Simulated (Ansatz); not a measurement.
The end point of a relaxation of Bi. Level of theory: PBE (plane waves to 420 eV, PAW, scalar-relativistic; Ansatz, an electronic-structure program).

```xyz
2
Lattice="2.2912 1.3228 4.0583 -2.2912 1.3228 4.0583 0.0000 -2.6456 4.0583" Properties=species:S:1:pos:R:3 pbc="T T T"
Bi     0.0000     0.0000     2.8445
Bi     0.0000     0.0000     9.3305
```

**Question.** Find the space group and the Wyckoff positions (tolerance 0.01 Å).

**Answer.** Space group R-3m, hexagonal axes (No. 166); a = b = 4.582 Å, c = 12.175 Å, α = β = 90.00°, γ = 120.00°

| atom | site | symmetry | x | y | z |
|---|---|---|---|---|---|
| Bi | 6c | 3m | 0.0000 | 0.0000 | 0.2336 |

This is the AFLOW prototype A_hR2_166_c (A7, as in As).

**Question.** Give the shortest distances between elements (the closest pairs, up to four, under 3.6 Å).

**Answer.** Bi–Bi 3.11 Å.

The volume per atom is 36.90 Å³. The band gap is zero (metallic).

No spin polarisation in the result.

The run could not lose the symmetry of its start; a randomly shaken copy of 2 atoms returns to this structure.
